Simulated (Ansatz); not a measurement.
P:
```
P
1.0
    1.65019    -5.50861     0.00000
    1.65019     5.50861     0.00000
    0.00000     0.00000     4.55654
P
4
Direct
  0.40458   0.59542   0.58843
  0.59542   0.40458   0.41157
  0.90458   0.09542   0.91157
  0.09542   0.90458   0.08843
```

This is the r²SCAN-relaxed structure. Tensor components refer to the Cartesian frame of this cell.

All from r²SCAN in the plane-wave PAW code Ansatz, unless another level is named. Predict the band gap.

0.25 eV (direct).

And the valence-band maximum?

at Y (k = 0.500, 0.500, 0.000).

Space group Cmce (black phosphorus). The cell was relaxed with r²SCAN under the symmetry of its start. A crystal of weakly bound layers computed without a dispersion correction: the cell and the soft elastic constants depend strongly on that.

Potentials: the earlier of the program's two PAW sets.
